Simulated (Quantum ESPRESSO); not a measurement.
# Kohn-Sham bands of Si (diamond)

```xyz
2
Lattice="0.0000 2.7218 2.7218 2.7218 0.0000 2.7218 2.7218 2.7218 0.0000" Properties=species:S:1:pos:R:3 pbc="T T T"
Si    -1.3609    -1.3609    -1.3609
Si     2.7218     2.7218     2.7218
```

Structure: Materials Project mp-149, symmetrised, not relaxed again. This is the element's usual structure. Computed values, not measurements, from PBEsol: Quantum ESPRESSO (norm-conserving PseudoDojo potentials, cutoff 29 Ry, no spin polarisation, no spin-orbit coupling) on a Γ-centred 10×10×10 mesh, then Wannier90. Density: 10×10×10 mesh, cold smearing 0.01 Ry.

Question: List the Kohn-Sham levels between −8 and 3.5 eV relative to the valence-band maximum at the high-symmetry points, as a band run of pw.x on that density gives them (levels within 2 meV counted together).

Answer: 
```json
[
 {"point": "Γ", "k (reciprocal lattice)": "0.000 0.000 0.000", "levels (eV)": "0.00 (×3), 2.51 (×3), 3.21"},
 {"point": "X", "k (reciprocal lattice)": "0.500 0.000 0.500", "levels (eV)": "-7.81 (×2), -2.86 (×2), 0.61 (×2)"},
 {"point": "U", "k (reciprocal lattice)": "0.625 0.250 0.625", "levels (eV)": "-7.22, -4.33, -2.43, 1.11"},
 {"point": "K", "k (reciprocal lattice)": "0.375 0.375 0.750", "levels (eV)": "-7.22, -4.33, -2.43, 1.11"},
 {"point": "L", "k (reciprocal lattice)": "0.500 0.500 0.500", "levels (eV)": "-6.98, -1.20 (×2), 1.43, 3.28 (×2)"},
 {"point": "W", "k (reciprocal lattice)": "0.500 0.250 0.750", "levels (eV)": "-7.65 (×2), -3.88 (×2)"}
]
```
